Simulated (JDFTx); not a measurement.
An input for a modified build of JDFTx (Mo3Si(100), linear PCM (GLSSA13), water, 1 M NaCl; bohr, hartree) and the course of its log:

```
lattice \
  9.2401938316 0.0000000000 0.0000000000 \
  0.0000000000 9.2401938316 0.0000000000 \
  0.0000000000 0.0000000000 44.0306187038
coords-type Lattice
ion Mo 0.0000000000 0.5000000000 -0.1515335034 0
ion Mo 0.7500000000 0.0000000000 -0.1049291850 0
ion Mo 0.2500000000 0.0000000000 -0.1049291850 0
ion Mo 0.0000000000 0.5000000000 -0.0524645920 0
ion Mo 0.5000000000 0.7500000000 0.0000000000 0
ion Mo 0.5000000000 0.2500000000 0.0000000000 0
ion Mo 0.0000000000 0.5000000000 0.0524645920 0
ion Mo 0.7500000000 0.0000000000 0.1049291850 0
ion Mo 0.2500000000 0.0000000000 0.1049291850 0
ion Mo 0.0000000000 0.5000000000 0.1515335034 0
ion Si 0.5000000000 0.5000000000 -0.1049291850 0
ion Si 0.0000000000 0.0000000000 0.0000000000 0
ion Si 0.5000000000 0.5000000000 0.1049291850 0
ion-species pseudo/mo_pbe_v1.upf
ion-species pseudo/si_pbe_v1.upf
elec-cutoff 20 100
elec-ex-corr gga-PBE
coulomb-interaction Slab 001
coulomb-truncation-embed 0 0 0
kpoint-folding 4 4 1
elec-smearing Fermi 0.01
elec-n-bands 97
target-mu -0.135605
electronic-scf nIterations 100 energyDiffThreshold 1e-07
fluid LinearPCM
pcm-variant GLSSA13
fluid-solvent H2O
fluid-cation Na+ 1
fluid-anion Cl- 1
fluid-minimize nIterations 400 knormThreshold 1e-12
wavefunction read f0.wfns
elec-initial-eigenvals f0.eigenvals
elec-initial-fillings read f0.fillings
fluid-initial-state f0.fluidState
dump-name f0_u3.$VAR
dump End State Ecomponents EigStats BandEigs Forces ElecDensity IonicPositions Fillings Kpoints Dtot FluidDebug BoundCharge FluidDensity
```

```
[one cycle in 5 is shown, and the last three; fluid-solver lines are left out]
	FillingsUpdate:  mu: -0.135605000  nElectrons: 148.888114
SCF: Cycle:  0   G: -674.353274366965707   dG: +1.302e+00   |Residual|: 1.142e-01   |deigs|: 9.775e-06
	FillingsUpdate:  mu: -0.135605000  nElectrons: 151.518419
SCF: Cycle:  5   G: -675.638430928010280   dG: -1.391e-02   |Residual|: 1.693e-02   |deigs|: 5.388e-04
	FillingsUpdate:  mu: -0.135605000  nElectrons: 151.600572
SCF: Cycle: 10   G: -675.647863815381925   dG: -9.419e-04   |Residual|: 1.019e-02   |deigs|: 9.256e-05
	FillingsUpdate:  mu: -0.135605000  nElectrons: 151.981238
SCF: Cycle: 15   G: -675.653288946354564   dG: -4.541e-02   |Residual|: 6.437e-03   |deigs|: 2.724e-03
	FillingsUpdate:  mu: -0.135605000  nElectrons: 151.657341
SCF: Cycle: 20   G: -675.656486656132188   dG: -8.428e-04   |Residual|: 3.997e-03   |deigs|: 3.397e-04
	FillingsUpdate:  mu: -0.135605000  nElectrons: 151.653710
SCF: Cycle: 25   G: -675.657424059980258   dG: -1.787e-02   |Residual|: 4.950e-03   |deigs|: 1.784e-03
	FillingsUpdate:  mu: -0.135605000  nElectrons: 151.069015
SCF: Cycle: 30   G: -675.644323680961293   dG: -6.913e-02   |Residual|: 1.502e-02   |deigs|: 1.816e-03
	FillingsUpdate:  mu: -0.135605000  nElectrons: 150.986711
SCF: Cycle: 35   G: -675.636416509284118   dG: -4.622e-04   |Residual|: 1.804e-02   |deigs|: 2.171e-05
	FillingsUpdate:  mu: -0.135605000  nElectrons: 151.304712
SCF: Cycle: 40   G: -675.658158916083948   dG: +1.844e-03   |Residual|: 6.103e-03   |deigs|: 6.139e-04
	FillingsUpdate:  mu: -0.135605000  nElectrons: 151.243732
SCF: Cycle: 45   G: -675.657423558871415   dG: -1.422e-04   |Residual|: 6.886e-03   |deigs|: 3.783e-05
	FillingsUpdate:  mu: -0.135605000  nElectrons: 150.909249
SCF: Cycle: 50   G: -675.637350973609045   dG: +1.696e-02   |Residual|: 1.849e-02   |deigs|: 7.776e-04
	FillingsUpdate:  mu: -0.135605000  nElectrons: 150.976908
SCF: Cycle: 55   G: -675.653134361115576   dG: -2.793e-02   |Residual|: 1.122e-02   |deigs|: 1.066e-03
	FillingsUpdate:  mu: -0.135605000  nElectrons: 151.396734
SCF: Cycle: 60   G: -675.658574460997102   dG: +6.594e-04   |Residual|: 6.666e-03   |deigs|: 6.583e-05
	FillingsUpdate:  mu: -0.135605000  nElectrons: 150.623947
SCF: Cycle: 65   G: -675.637509557223893   dG: -2.508e-02   |Residual|: 1.915e-02   |deigs|: 7.099e-04
	FillingsUpdate:  mu: -0.135605000  nElectrons: 150.530150
SCF: Cycle: 70   G: -675.636866070371411   dG: +2.543e-02   |Residual|: 1.955e-02   |deigs|: 1.680e-03
	FillingsUpdate:  mu: -0.135605000  nElectrons: 150.914415
SCF: Cycle: 75   G: -675.660646417553380   dG: -1.455e-05   |Residual|: 5.277e-03   |deigs|: 4.087e-05
	FillingsUpdate:  mu: -0.135605000  nElectrons: 150.997443
SCF: Cycle: 80   G: -675.661322837019497   dG: -1.716e-04   |Residual|: 4.138e-03   |deigs|: 8.055e-05
	FillingsUpdate:  mu: -0.135605000  nElectrons: 150.872200
SCF: Cycle: 85   G: -675.660046985270128   dG: -1.269e-03   |Residual|: 6.356e-03   |deigs|: 1.356e-04
	FillingsUpdate:  mu: -0.135605000  nElectrons: 150.814705
SCF: Cycle: 90   G: -675.657572316949313   dG: +2.049e-03   |Residual|: 8.733e-03   |deigs|: 1.998e-04
	FillingsUpdate:  mu: -0.135605000  nElectrons: 151.090795
SCF: Cycle: 95   G: -675.662357684040103   dG: +2.226e-05   |Residual|: 1.618e-03   |deigs|: 1.370e-04
	FillingsUpdate:  mu: -0.135605000  nElectrons: 151.061536
SCF: Cycle: 97   G: -675.662536903588602   dG: -6.168e-05   |Residual|: 5.522e-04   |deigs|: 6.317e-05
	FillingsUpdate:  mu: -0.135605000  nElectrons: 151.065256
SCF: Cycle: 98   G: -675.662508702647301   dG: +2.820e-05   |Residual|: 9.550e-04   |deigs|: 8.401e-05
	FillingsUpdate:  mu: -0.135605000  nElectrons: 151.066698
SCF: Cycle: 99   G: -675.662484072109464   dG: +2.463e-05   |Residual|: 1.224e-03   |deigs|: 5.404e-05
SCF: None of the convergence criteria satisfied after 100 iterations.
IonicMinimize: Iter:   0  G: -675.662484072109464  |grad|_K:  0.000e+00
IonicMinimize: Converged (|grad|_K<1.000000e-04).
```

This run gave no converged result. The electronic loop ended without meeting its threshold, so the last energy, electron count and forces aren't results.
